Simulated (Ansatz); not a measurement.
Theory: Ansatz 0.2.0, DFT PBE, scalar-relativistic, plane waves, PAW. Settings: cutoff 420 eV, Γ-centred meshes spaced at most about 0.3 Å⁻¹, and about 0.25 Å⁻¹ or finer for metals (2π included), Gaussian smearing. No spin polarisation in the final relaxations.

Temperature and zero-point effects are left out.

Compare these two cells of Ga3B2As, each relaxed at this level.

1.

Space group P6/mmm (No. 191). a = 6.288 Å, b = 6.288 Å, c = 2.724 Å, α = 90.00°, β = 90.00°, γ = 120.00°
```json
{"atom": "Ga", "site": "3g", "symmetry": "mmm", "x": "0.5000", "y": "0.5000", "z": "0.5000"}
{"atom": "B", "site": "2c", "symmetry": "-6m2", "x": "0.6667", "y": "0.3333", "z": "0.0000"}
{"atom": "As", "site": "1a", "symmetry": "6/mmm", "x": "0.0000", "y": "0.0000", "z": "0.0000"}
```

2.

Space group P4/mmm (No. 123). a = 3.159 Å, b = 3.159 Å, c = 8.948 Å, α = 90.00°, β = 90.00°, γ = 90.00°
| atom | site | symmetry | x | y | z |
| --- | --- | --- | --- | --- | --- |
| Ga | 2h | 4mm | 0.5000 | 0.5000 | 0.2128 |
| Ga | 1d | 4/mmm | 0.5000 | 0.5000 | 0.5000 |
| B | 2g | 4mm | 0.0000 | 0.0000 | 0.4078 |
| As | 1a | 4/mmm | 0.0000 | 0.0000 | 0.0000 |

Question: Which is lower in energy, and by how much?

Answer: Cell 1 is lower, by 13 meV/atom. Cell 1 has space group P6/mmm (No. 191), 15.5 Å³/atom and no gap on its mesh; cell 2 has space group P4/mmm (No. 123), 14.9 Å³/atom and no gap. The shortest distance is 2.27 Å (Ga–B) in cell 1 and 1.65 Å (B–B) in cell 2. Cell 2 holds B–B pairs (shortest 1.65 Å); in cell 1 the shortest B–B distance is 2.72 Å. The lower one is the more open, so pressure narrows the difference. Even the lower one lies +0.72 eV/atom against the reference forms of the elements (uncorrected), so neither is stable at this level. In cell 1, Ga has 4 B at 2.27 Å; B has 6 Ga at 2.27 Å and 2 B at 2.72 Å; As is surrounded by 2 As at 2.72 Å. In cell 2, around Ga on a site of symmetry 4mm lie 1 Ga at 2.57 Å, 4 B at 2.83 Å, 4 As at 2.94 Å and 4 Ga at 3.16 Å; B has 1 B at 1.65 Å, 4 Ga at 2.38 Å, 4 Ga at 2.83 Å, 4 B at 3.16 Å, 4 B at 3.56 Å and 1 As at 3.65 Å; around As lie 8 Ga at 2.94 Å, 4 As at 3.16 Å and 2 B at 3.65 Å; 1 more site not described. Both come from invented guesses. A third cell relaxed alike, in R-3m, lies 164 meV/atom below the lower of the two.

For metals, differences of a few meV/atom aren't resolved. Cells relaxed within their symmetry can be saddle points.
